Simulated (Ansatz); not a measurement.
**PtS-type IrAs**

The computed numbers are results of PBEsol, scalar-relativistic (no spin polarisation) in the plane-wave PAW code Ansatz at 420 eV, Γ-centred 8×8×8 mesh, 0.05 eV Gaussian smearing; PAW files: Ansatz's generated set soft_2.

```
Ir As
1.0
     2.91620    0.00000    0.00000
     0.00000    2.91620    0.00000
     0.00000    0.00000    7.75431
Ir As
2 2
Direct
  0.00000 0.50000 0.00000
  0.50000 0.00000 0.50000
  0.00000 0.00000 0.25000
  0.00000 0.00000 0.75000
```

The cell came from substitution into a structure type; whether the compound takes it is for experiment to say.

The cell above was scaled in volume, and shape and atoms were relaxed at each volume within its symmetry. Energies are counted from the cell above.

Cell and atoms are those of this level's equilibrium.

```tsv
V (Å³/atom)	ΔE (meV/atom)	P (GPa)
15.83	15.2	7.7
16.16	?	?
16.49	0.0	0.0
16.82	3.4	-3.1
17.15	12.7	-5.9
```

(1) Fill in the withheld row.

(2) What do the points give for the equilibrium volume, the bulk modulus and its pressure derivative (third-order Birch–Murnaghan)?

Answers:

(1) ΔE (meV/atom): 3.6, P (GPa): 3.6.

(2) V0 = 16.48 Å³/atom, B0 = 168 GPa, B0′ = 6.1.

B0·V0 = 168.2 GPa × 16.48 Å³ = 17.31 eV/atom sets the scale: near the minimum ΔE ≈ ½ B0 V0 x², with x = V/V0 − 1, and a pressure of 1.7 GPa squeezes the volume by about 1 %. At the ends of the curve: x = −4.0 % predicts 13.8 meV/atom and the run gives 15.2; x = +4.0 % predicts 13.9 meV/atom and the run gives 12.7. The curve is steeper than the parabola on the compressed side and flatter on the expanded side: the bulk modulus rises with pressure.

Scalar-relativistic only: spin–orbit splittings of the heavy atoms' levels are missing. The run is a metal.
